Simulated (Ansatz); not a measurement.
CsGeI3 in space group R3m (No. 160; I on 9b, Cs on 3a, Ge on 3a) under volume change, PBEsol in the plane-wave PAW code Ansatz, shape and atoms relaxed at each volume.

```
V (Å³/atom)  E − E(relaxed) (meV/atom)  P (GPa)
-----------  -------------------------  -------
36.373                            22.2     2.30
37.572                             8.7     1.33
38.771                             1.9     0.54
39.970                             0.0     0.00
41.170                             1.6    -0.41
42.369                             5.7    -0.69
43.568                            11.7    -0.91
```

### Question
What does a third-order Birch–Murnaghan fit give for V₀, B₀ and B′?

### Answer
V₀ = 39.97 Å³/atom, B₀ = 16.0 GPa, B′ = 9.4.

The workflow started from an entry of the Crystallography Open Database (COD, 293 K). Its standing as an ambient phase is unchecked. The cell was relaxed with PBEsol under the symmetry of its start; its stability against distortions is not shown here. Scalar-relativistic: spin–orbit coupling is off unless named, which matters more the heavier the elements.

Potentials: the later of the program's two PAW sets.
